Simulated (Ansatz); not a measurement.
One starting cell of SiC (a generated cell, SiC built in the 6H structure type) was relaxed twice with Ansatz (plane waves, PAW, scalar-relativistic): with r2SCAN at 500 eV and with PBE at 420 eV. The r2SCAN result:

```yaml
crystal:
  lattice:
    - [3.07849, 0.00000, 0.00000]
    - [-1.53924, 2.66605, 0.00000]
    - [0.00000, 0.00000, 15.10682]
  atoms:
    - { symbol: Si, position: [0.00000, 0.00000, 0.99982] }
    - { symbol: Si, position: [0.00000, 0.00000, 0.49982] }
    - { symbol: Si, position: [0.66667, 0.33333, 0.83309] }
    - { symbol: Si, position: [0.33333, 0.66667, 0.33309] }
    - { symbol: Si, position: [0.66667, 0.33333, 0.16660] }
    - { symbol: Si, position: [0.33333, 0.66667, 0.66660] }
    - { symbol: C, position: [0.00000, 0.00000, 0.87447] }
    - { symbol: C, position: [0.00000, 0.00000, 0.37447] }
    - { symbol: C, position: [0.66667, 0.33333, 0.70810] }
    - { symbol: C, position: [0.33333, 0.66667, 0.20810] }
    - { symbol: C, position: [0.66667, 0.33333, 0.04163] }
    - { symbol: C, position: [0.33333, 0.66667, 0.54163] }
```

```json
[
 {"quantity": "space group", "r2SCAN": "P6₃mc", "PBE": "P6₃mc"},
 {"quantity": "volume (Å³/atom)", "r2SCAN": "10.33", "PBE": "10.50"},
 {"quantity": "a (Å)", "r2SCAN": "3.078", "PBE": "3.095"},
 {"quantity": "c (Å)", "r2SCAN": "15.107", "PBE": "15.187"},
 {"quantity": "gap (eV, no spin-orbit coupling)", "r2SCAN": "2.39", "PBE": "2.03"}
]
```

Both levels end in the same structure; PBE's volume is 1.6 % larger; its gap is 0.36 eV smaller. Neither column is exact.

No spin polarisation in the result.

The run could not lose the symmetry of its start.

The first start was generated by placing the elements on the sites of a structure type. A measured structure of SiC has the same space group, P6₃mc (No. 186); the sites were not compared with it.

Ansatz is a program for electronic structure.
